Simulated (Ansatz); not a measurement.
Input and command of a plane-wave DFT calculation in Ansatz:

```yaml
crystal:
  lattice:
    - [-1.677165, 1.677165, 1.677165]
    - [1.677165, -1.677165, 1.677165]
    - [1.677165, 1.677165, -1.677165]
  atoms:
    - { symbol: W, position: [0.0, 0.0, 0.0] }
basis:
  ecutwfc: 420
kpoints:
  mp_grid: { grid: [20, 20, 20] }
hamiltonian:
  xc: pbesol
scf:
  occupations: { method: gaussian, width: 0.15 }
output:
  forces: true
  stress: true
  eigenvalues: true
```

```bash
ansatz run input.yaml --threads 1 --pin off --max-ram 2560MiB --backend cpu --events-out ev --progress --plain --runs-dir out
```

Processor: Intel(R) Xeon(R) Platinum 8488C (Sapphire Rapids), 1 thread, on a host shared with other jobs.

Task: Estimate time, memory and problem size.

Result: About 1.7 s on 1 thread of Intel(R) Xeon(R) Platinum 8488C (Sapphire Rapids) (shared host), peak memory 0.36 GiB. It solves 11 bands at 256 k points (the mesh reduced by symmetry) with about 369 plane waves, in 6 SCF iterations.
